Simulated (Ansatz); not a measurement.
Ti$_{2}$AlN in space group P6_3/mmc (No. 194; Ti on 4f, Al on 2d, N on 2a) at seven volumes, plane-wave PAW PBEsol (Ansatz code), shape and atoms relaxed at each. One row is withheld.

```json
[
 {"V (Å³/atom)": "11.718", "P (GPa)": "18.94"},
 {"V (Å³/atom)": "12.104", "P (GPa)": "?"},
 {"V (Å³/atom)": "12.490", "P (GPa)": "5.33"},
 {"V (Å³/atom)": "12.876", "P (GPa)": "0.00"},
 {"V (Å³/atom)": "13.263", "P (GPa)": "-4.58"},
 {"V (Å³/atom)": "13.649", "P (GPa)": "-8.45"},
 {"V (Å³/atom)": "14.035", "P (GPa)": "-11.77"}
]
```

Problem. Fit the shown pressures and predict the withheld one.

Solution. P = (3/2)B₀(x^(7/2) − x^(5/2))[1 + (3/4)(B′ − 4)(x − 1)] with x = (V₀/V)^(2/3). Least squares on the six rows gives V₀ = 12.876 Å³/atom, B₀ = 164 GPa, B′ = 4.29. At V = 12.104, x = 1.0421 and P = 11.58 GPa. The run itself gave 11.59 GPa.

The workflow started from a Materials Project entry (that database holds measured and hypothetical structures alike); the Crystallography Open Database copy checked does not list it. Its standing as an ambient phase is unchecked. The cell was relaxed with PBEsol under the symmetry of its start; of distortions, only those at the zone centre were tested. No spin polarisation was allowed.

Potentials: the later of the program's two PAW sets.
